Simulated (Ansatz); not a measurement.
Born–Oppenheimer molecular dynamics of a 20-atom Al7C6N7 cell at 10.97 Å³/atom, computed with Ansatz: Langevin thermostat at 1600 K, 250 steps of 2.0 fs, friction 0.03 1/fs. The run is short and the cell small, so it isn't an equilibrium average.

```yaml
crystal:
  lattice:
    - [5.8984, 0.204643, -0.247932]
    - [0.204643, 6.139471, 0.157323]
    - [-0.247932, 0.157323, 6.081896]
  atoms:
    - { symbol: C, position: [0.8657313858, 0.3672610442, 0.1605913587] }
    - { symbol: C, position: [0.8398615026, 0.4328553886, 0.6921344214] }
    - { symbol: C, position: [0.5124917711, 0.9741416328, 0.9992238121] }
    - { symbol: C, position: [0.3704032875, 0.1460252732, 0.5432162862] }
    - { symbol: C, position: [0.9856163618, 0.933948879, 0.2623731943] }
    - { symbol: C, position: [0.9759566863, 0.9670663601, 0.787359493] }
    - { symbol: Al, position: [0.3625781819, 0.0255866079, 0.2680145747] }
    - { symbol: Al, position: [0.4471402634, 0.7499505983, 0.7243471301] }
    - { symbol: Al, position: [0.6318098578, 0.2673389763, 0.9493804865] }
    - { symbol: Al, position: [0.8102095508, 0.2498482206, 0.4450269386] }
    - { symbol: Al, position: [0.6539932489, 0.6119432609, 0.186638366] }
    - { symbol: Al, position: [0.210240485, 0.6432924383, 0.1653566823] }
    - { symbol: Al, position: [0.1842146136, 0.2872544421, 0.8298349775] }
    - { symbol: "N", position: [0.8986163677, 0.748632268, 0.2860478537] }
    - { symbol: "N", position: [0.1304232124, 0.8923586608, 0.7016509783] }
    - { symbol: "N", position: [0.4540771244, 0.6812067955, 0.4252903613] }
    - { symbol: "N", position: [0.0867362432, 0.371628244, 0.1383438025] }
    - { symbol: "N", position: [0.5594659525, 0.1986067322, 0.5762625078] }
    - { symbol: "N", position: [0.8416674786, 0.6243142928, 0.7313560998] }
    - { symbol: "N", position: [0.4313386311, 0.5176000829, 0.9783604598] }
  symmetry: { detect: false }
basis:
  ecutwfc: 420
  xc_grid: 1
kpoints:
  mp_grid: { grid: [1, 1, 1], shift: [0.25, 0.25, 0.25] }
hamiltonian:
  xc: pbe
scf:
  occupations: { method: fermi_dirac, width: 0.1379 }
  lower_state_search: "off"
  convergence: { dr2_threshold: 1.0e-05 }
output:
  forces: true
  stress: true
md:
  timestep: 2.0
  n_steps: 250
  ensemble: nvt_langevin
  friction: 0.03
  temperature: 1600.0
  initial_velocities: maxwell_boltzmann
  seed: 22454
```

```bash
ansatz run input.yaml --threads 2 --pin off --max-ram 5120MiB --backend cpu --events-out ev --progress --plain --runs-dir out
```

All numbers below come from DFT PBE, scalar-relativistic, plane waves, PAW in Ansatz 0.2.0.

6 frames, positions in Å (not wrapped into the cell) and forces in eV/Å:

```xyz
20
Lattice="5.898 0.205 -0.248 0.205 6.139 0.157 -0.248 0.157 6.082" Properties=species:S:1:pos:R:3:forces:R:3 pbc="T T T" time_fs=0.0 temperature_K=1520 free_energy_over_first_frame_eV=0.000
C     5.142    2.457    0.820   -0.930   -1.880    0.030
C     4.871    2.938    4.069    1.860    1.350    0.340
C     2.974    6.243    6.103   -1.170    0.490   -0.360
C     2.080    1.058    3.235   -5.510    1.380    1.000
C     5.940    5.977    1.498   -0.870   -2.850    1.160
C     5.759    6.261    4.699   -0.850    2.050    0.450
Al    2.077    0.273    1.544   -1.280   -2.170   -1.810
Al    2.611    4.810    4.413    0.370    0.010    0.950
Al    3.546    1.920    5.659    0.340   -1.830   -0.800
Al    4.720    1.770    2.545    1.610   -1.620   -0.100
Al    3.936    3.920    1.069   -2.190    2.440    0.980
Al    1.331    4.019    1.055    0.720   -1.070    1.690
Al    0.940    1.932    5.046    0.280   -0.450    1.560
N     5.383    4.825    1.635    3.780    5.260   -0.760
N     0.778    5.616    4.375    1.400   -1.600    0.120
N     2.712    4.342    2.581   -1.210    0.750   -1.990
N     0.553    2.321    0.878    1.570   -0.330   -1.570
N     3.198    1.424    3.397    4.180    0.430    1.170
N     4.911    4.120    4.338   -1.370   -0.770    0.610
N     2.408    3.420    5.925   -0.730    0.430   -2.660
20
Lattice="5.898 0.205 -0.248 0.205 6.139 0.157 -0.248 0.157 6.082" Properties=species:S:1:pos:R:3:forces:R:3 pbc="T T T" time_fs=100.0 temperature_K=1658 free_energy_over_first_frame_eV=-2.982
C     5.375    2.387    0.863   -1.730   -0.700   -0.350
C     5.939    3.471    3.820    1.140   -0.390    0.790
C     2.957    6.522    5.843    0.250   -0.450    1.070
C     2.238    1.388    3.400    0.320   -0.080   -0.830
C     5.813    6.038    1.568    0.690    0.220   -0.540
C     5.808    6.786    4.546   -1.370    2.170   -1.030
Al    1.819    0.251    1.383   -0.210    0.750    1.440
Al    2.265    4.843    4.663    1.050    0.390   -1.660
Al    3.972    2.028    5.449   -0.360   -0.020    0.690
Al    5.216    1.787    2.674   -1.020   -1.660    0.110
Al    3.725    4.427    1.292   -4.650   -1.980   -0.460
Al    1.156    3.976    0.971    0.380   -1.300    0.580
Al    1.442    1.723    5.188   -1.540    1.680    0.400
N     5.326    4.896    1.157    4.640    3.600    0.830
N     0.643    5.650    5.022   -0.260   -1.720    0.780
N     2.167    4.574    2.449    2.480    1.520    0.350
N     0.773    2.130    0.896    1.490   -1.110   -1.050
N     3.274    1.364    2.755   -0.270    0.190   -0.450
N     4.742    3.507    3.991   -1.520   -0.630    0.780
N     2.492    3.614    6.028    0.500   -0.500   -1.490
20
Lattice="5.898 0.205 -0.248 0.205 6.139 0.157 -0.248 0.157 6.082" Properties=species:S:1:pos:R:3:forces:R:3 pbc="T T T" time_fs=200.0 temperature_K=1632 free_energy_over_first_frame_eV=-3.494
C     5.386    1.517    0.831    0.060    0.350    0.140
C     5.523    3.350    3.945   -2.220    0.040   -0.300
C     2.628    6.779    5.322    1.480   -0.310    0.790
C     2.104    1.671    3.580    1.780   -1.270   -2.560
C     6.070    6.307    1.040    0.580   -0.210    0.280
C     5.762    6.635    4.443   -1.400    3.360    0.060
Al    1.871    0.551    0.861    0.370   -1.280    3.610
Al    2.318    4.923    4.285   -0.480    0.930   -1.060
Al    3.644    2.219    5.693   -0.740   -0.310   -1.420
Al    4.948    1.370    2.781   -3.070    1.130   -0.950
Al    3.815    4.752    0.828   -0.610   -0.320    0.080
Al    1.093    3.862    1.160    3.330   -0.620    0.460
Al    0.922    2.124    5.027    1.740   -0.150    0.920
N     5.592    5.105    1.315   -2.360   -0.130   -0.920
N     0.210    5.312    4.663    2.930   -4.680    0.150
N     2.587    4.818    2.130   -1.750    0.020    1.690
N     0.754    2.052    0.945   -0.870    2.290   -1.620
N     2.862    1.306    2.625   -1.030   -0.130    0.010
N     4.349    2.917    3.763    1.290    2.080    1.260
N     2.401    3.755    5.802    0.950   -0.770   -0.610
20
Lattice="5.898 0.205 -0.248 0.205 6.139 0.157 -0.248 0.157 6.082" Properties=species:S:1:pos:R:3:forces:R:3 pbc="T T T" time_fs=300.0 temperature_K=1617 free_energy_over_first_frame_eV=-5.034
C     5.224    1.431    0.783    1.520   -0.860   -0.920
C     6.052    3.162    4.121   -0.950    1.810   -1.680
C     2.927    6.390    5.759   -2.250   -1.620    0.910
C     2.355    1.429    3.692    1.560    0.840   -0.100
C     5.887    6.178    0.988   -0.760   -2.040    1.540
C     5.305    6.547    4.438   -1.260    1.650   -2.070
Al    1.611    0.372    1.347    2.450    0.110   -0.680
Al    2.381    4.719    4.528   -0.420    1.220    0.290
Al    3.821    1.874    5.352   -0.450   -1.040   -0.290
Al    4.518    1.602    2.477   -0.340   -0.070    2.170
Al    3.624    4.508    1.005   -0.270    1.030    0.460
Al    1.145    3.805    1.359   -0.200   -2.040    1.120
Al    1.423    2.068    5.283    0.850   -2.410    1.870
N     5.422    4.904    1.096    0.300    1.350    0.200
N     0.298    5.666    5.002    2.020   -2.230   -0.630
N     2.497    4.399    2.674   -0.900   -0.300   -2.190
N     0.569    1.965    0.864    2.530    1.800   -0.110
N     2.875    0.975    2.565   -2.100    0.320    1.000
N     5.095    3.140    3.413   -1.220    0.080   -0.190
N     2.642    3.297    5.972   -0.090    2.390   -0.700
20
Lattice="5.898 0.205 -0.248 0.205 6.139 0.157 -0.248 0.157 6.082" Properties=species:S:1:pos:R:3:forces:R:3 pbc="T T T" time_fs=400.0 temperature_K=1375 free_energy_over_first_frame_eV=-3.796
C     5.415    1.329    0.844   -0.300    0.320    0.540
C     6.067    3.362    3.834   -2.960   -1.220   -1.490
C     2.954    6.161    5.763   -0.520    1.380    1.620
C     2.575    1.277    3.982    0.510    0.280   -0.240
C     6.214    6.219    1.238    0.600   -0.620    0.230
C     5.779    6.275    4.212   -2.000    2.170   -1.760
Al    1.835    0.580    1.167    3.070   -2.090   -0.830
Al    2.307    4.889    4.269    1.110    0.220    2.000
Al    3.912    1.748    5.530   -2.570   -0.010   -0.710
Al    4.507    1.252    2.731   -1.330    0.540    0.240
Al    3.726    4.495    1.121    0.820   -0.020   -0.180
Al    1.332    3.518    1.554    1.800   -0.260    0.890
Al    1.380    2.313    5.237    1.380   -0.750   -0.970
N     6.004    5.020    1.557   -4.330   -2.780   -0.760
N     0.340    5.131    4.970    1.360   -1.020    0.890
N     2.856    3.957    2.827   -1.940   -0.410   -3.360
N     0.725    1.912    0.740   -0.860    3.860    0.740
N     2.576    0.579    2.785    2.490    0.960    1.920
N     4.979    3.020    3.380    2.560   -0.070    0.450
N     2.639    3.470    5.875    1.110   -0.480    0.790
20
Lattice="5.898 0.205 -0.248 0.205 6.139 0.157 -0.248 0.157 6.082" Properties=species:S:1:pos:R:3:forces:R:3 pbc="T T T" time_fs=500.0 temperature_K=1551 free_energy_over_first_frame_eV=-3.160
C     5.706    1.401    0.709   -1.370   -1.170    0.960
C     5.463    3.301    4.429    0.120    1.610    0.110
C     3.132    6.463    5.720   -1.180   -0.020    1.850
C     2.759    1.738    3.956   -2.260   -1.710   -0.960
C     6.014    6.029    1.278    2.530    2.280   -1.940
C     5.857    6.746    3.925   -1.080    0.600   -0.500
Al    1.991    0.478    1.395   -0.430   -3.170   -1.210
Al    2.885    5.137    4.296   -1.880   -0.560   -0.110
Al    4.099    1.823    5.351   -0.630    1.400    0.600
Al    4.383    1.563    2.213    1.210    0.410    1.610
Al    3.614    4.505    0.838    1.680    0.730   -0.590
Al    1.246    3.761    1.401    0.700    1.200    1.280
Al    1.146    2.249    5.110    4.600   -0.040    1.840
N     5.495    4.818    1.118    0.160    0.880    0.250
N     0.779    5.758    4.461    1.180   -1.500   -0.150
N     2.735    4.759    2.452   -1.400   -2.670   -2.140
N     1.090    2.000    1.082   -2.040   -0.850   -1.650
N     2.776    0.912    2.893    1.840    2.150    0.680
N     4.746    3.085    3.505   -1.030   -0.150   -1.920
N     2.724    3.574    5.519   -0.710    0.610    1.980
```

Over the second half the temperature averages 1503 K and the pressure (kinetic part included, positive in compression) 8.4 GPa. Mean square displacements at the end: Al 0.25 Å², C 0.69 Å², N 0.47 Å² (from the start of this run, the atoms' common shift taken off).

One k point is coarse for so small a cell, so forces and above all the pressure are rough.

Time: 2.8 min on 2 threads of Arm Neoverse V2, with other jobs on the host, peak memory 0.36 GiB.